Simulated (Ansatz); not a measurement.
MgS (rock salt, Fm-3m), DFT-PBEsol in the program Ansatz with PAW potentials: ε∞ = 5.53, cell volume 34.79 Å³. Infrared-active transverse modes:

```csv
ω_TO (cm⁻¹),oscillator strength S_xx (e²/amu)
242.6,0.3862
```

Task: Compute the static dielectric constant.

Result: Each mode adds (4.921e7/V) S/ω²: 9.28. So ε0 = 14.8.

Task: What LO frequency does the Lyddane–Sachs–Teller relation give?

Result: ω_LO = ω_TO √(ε0/ε∞) = 397 cm⁻¹.

The PBEsol relaxation kept the symmetry of its start; phonons on a q-mesh show no instability. The volume moved by -30 % from the start of the relaxation.

Potentials: the later of the program's two PAW sets.
